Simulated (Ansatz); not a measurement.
Computed with DFT PBE, scalar-relativistic, plane waves, PAW (Ansatz 0.2.0). Settings: cutoff 420 eV, Γ-centred meshes spaced at most about 0.3 Å⁻¹ (2π included), Gaussian smearing. No spin polarisation in the final relaxations.

All energies are static (0 K, no zero-point motion). All come from trial cells, and lower structures may exist.

Question: Which of these relaxed structures of GaB2As3 is the lowest in energy?
1.

```cif
data_structure
_symmetry_space_group_name_H-M 'I-4m2'
_symmetry_Int_Tables_number 119
_cell_length_a 3.5835
_cell_length_b 3.5835
_cell_length_c 15.7058
_cell_angle_alpha 90.000
_cell_angle_beta 90.000
_cell_angle_gamma 90.000
_cell_volume 201.68
loop_
_atom_site_label
_atom_site_type_symbol
_atom_site_symmetry_multiplicity
_atom_site_Wyckoff_symbol
_atom_site_fract_x
_atom_site_fract_y
_atom_site_fract_z
_atom_site_occupancy
Ga1 Ga 2 b 0.50000 0.50000 0.00000 1
B1 B 4 e 0.50000 0.50000 0.32485 1
As1 As 4 f 0.50000 0.00000 0.39864 1
As2 As 2 c 0.00000 0.50000 0.25000 1
```

2.

```cif
data_structure
_symmetry_space_group_name_H-M 'Cmc2_1'
_symmetry_Int_Tables_number 36
_cell_length_a 10.7995
_cell_length_b 6.2395
_cell_length_c 5.9174
_cell_angle_alpha 90.000
_cell_angle_beta 90.000
_cell_angle_gamma 90.000
_cell_volume 398.73
loop_
_atom_site_label
_atom_site_type_symbol
_atom_site_symmetry_multiplicity
_atom_site_Wyckoff_symbol
_atom_site_fract_x
_atom_site_fract_y
_atom_site_fract_z
_atom_site_occupancy
Ga1 Ga 4 a 0.50000 0.33046 0.49985 1
B1 B 8 b 0.32756 0.84415 0.50167 1
As1 As 8 b 0.31320 0.84731 0.14160 1
As2 As 4 a 0.50000 0.28642 0.09161 1
```

3.

```cif
data_structure
_symmetry_space_group_name_H-M 'P3m1'
_symmetry_Int_Tables_number 156
_cell_length_a 3.6073
_cell_length_b 3.6073
_cell_length_c 9.0056
_cell_angle_alpha 90.000
_cell_angle_beta 90.000
_cell_angle_gamma 120.000
_cell_volume 101.49
loop_
_atom_site_label
_atom_site_type_symbol
_atom_site_symmetry_multiplicity
_atom_site_Wyckoff_symbol
_atom_site_fract_x
_atom_site_fract_y
_atom_site_fract_z
_atom_site_occupancy
Ga1 Ga 1 b 0.33333 0.66667 0.66366 1
B1 B 1 a 0.00000 0.00000 0.01213 1
B2 B 1 c 0.66667 0.33333 0.31694 1
As1 As 1 a 0.00000 0.00000 0.78154 1
As2 As 1 b 0.33333 0.66667 0.39038 1
As3 As 1 c 0.66667 0.33333 0.08534 1
```

Answer: 2. It has Ga and B ordered on wurtzite sites, space group Cmc2_1 (No. 36); the next, 1, with Ga and B ordered on zinc blende sites, space group I-4m2 (No. 119), lies 62 meV/atom higher. Counting As atoms around B and Ga (those within 1.25 times the shortest such distance or 1.15 times the sum of covalent radii, 1.27 where that leaves under three), the lowest and the next both have Ga 4, B 4.

Cells relaxed within their symmetry can be saddle points. Some candidate types were left out of the draw beforehand, so a known form may be missing.
